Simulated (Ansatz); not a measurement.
The elements of this relaxed trial crystal are hidden behind letters.

```
lattice vectors (Å)
   3.1606    0.0000    0.0000
   0.0000    5.5981    0.0000
   0.0000    0.0000    5.4400
fractional positions
X 0.5000 0.6008 0.8948
X 0.0000 0.3992 0.3948
Z 0.0000 0.0357 0.8457
Z 0.5000 0.9643 0.3457
Q 0.0000 0.4377 0.7595
Q 0.5000 0.5623 0.2595
```

All numbers below come from DFT PBE, scalar-relativistic, plane waves, PAW in Ansatz. Plane waves to 420 eV, a 12×8×8 mesh through Γ for the 6-atom cell and 0.10 eV Gaussian smearing; no spin polarisation.

* Space group: Pmn2_1 (No. 31)
* Conventional cell: a = 3.161 Å, b = 5.598 Å, c = 5.440 Å
* Volume per atom: 16.04 Å³
* Density: 6.69 g/cm³
* Energy over the elements: −0.79 eV/atom
* Gap on the 12×8×8 mesh of the 6-atom cell: 0 eV (a metal)

Energies are uncorrected and count from the elements' standard states at the same level.

Problem. X is a d-block element of period 4, Z is a d-block element of period 5 and Q is a p-block element of period 2. Which elements are they?

Solution. X = Zn, Z = Cd, Q = O, so the formula is ZnCdO. Density times volume gives a mean mass of 6.69 × 16.04/1.6605 = 64.6 u per atom, and this set has 64.6 u. Among the elements that the hints allow, noble gases aside, only these give it. Around Zn lie 3 O at 1.97–2.00 Å and 2 Cd at 2.91 Å; Cd has 1 O at 2.30 Å, 2 Zn at 2.91 Å and 6 Cd at 3.16–3.17 Å; around O lie 3 Zn at 1.97–2.00 Å and 1 Cd at 2.30 Å.

This cell was reached by moving the atoms of another relaxed cell at random and relaxing again, last within the group found; it had no such test of its own.
